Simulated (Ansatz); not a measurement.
# How far is PAW off for YHg$_{2}$?

```
CELL_PARAMETERS angstrom
4.67558 0.00000 0.00000
-2.33779 4.04917 0.00000
0.00000 0.00000 3.53600
ATOMIC_POSITIONS crystal
Y 0.00000 0.00000 0.00000
Hg 0.33333 0.66667 0.50000
Hg 0.66667 0.33333 0.50000
```

Atom numbers follow the list: Y1, Hg2, Hg3.

The cell is COD entry 1522355, as deposited and not checked against the literature; nothing was relaxed. The listed cell was then made from it by scaling, straining or moving an atom.

Spin polarisation is left out, and whether a magnetic state lies lower isn't shown here.

Spin–orbit coupling is left out, though it moves levels of the heavy atoms by tenths of an eV or more.

Levels of theory: DFT, PBEsol, PAW with Ansatz's default frozen-core files, scalar-relativistic (Ansatz 0.2.0); DFT, PBEsol, all-electron PAW with datasets made for the crystal, scalar-relativistic (Ansatz 0.2.0); DFT, PBEsol, all-electron LAPW, scalar-relativistic (Ansatz 0.2.0).

For PAW: a Γ-centred 10×10×12 k mesh, Fermi–Dirac smearing of 0.03 eV, cutoff 420 eV, no spin polarisation; the PAW files were made with PBE, and the program remakes their frozen cores for this functional. The crystal-made all-electron datasets (AE datasets) take a cutoff of 280 eV at this cell. LAPW targets a basis error of 1 meV/atom. The Ansatz runs share mesh, smearing and spin set-up. Plane-wave (PAW) pressures include the program's estimate of the Pulay term.

Stress and pressure are positive in compression.

The change that made this cell: equal xx and yy strain of -2 %.

No spin–orbit coupling: at heavy atoms the gradients can be off by tens of per cent for that reason.

In a metal, gradients converge slowly with the k mesh: the values move by tens of per cent from one mesh to another, at times in sign, so only the comparison on one mesh counts.

```tsv
quantity	PAW	AE datasets	LAPW
pressure (GPa)	4.81	4.82	4.82
stress xx (GPa)	7.09	7.11	7.10
stress zz (GPa)	0.26	0.26	0.26
largest principal field gradient Vzz at Y1 (10²¹ V/m²)	-1.28	-1.24	–
largest principal field gradient Vzz at Hg2 (10²¹ V/m²)	34.30	33.99	–
```

PAW's pressure differs from the LAPW value by about 0.01 GPa or less.
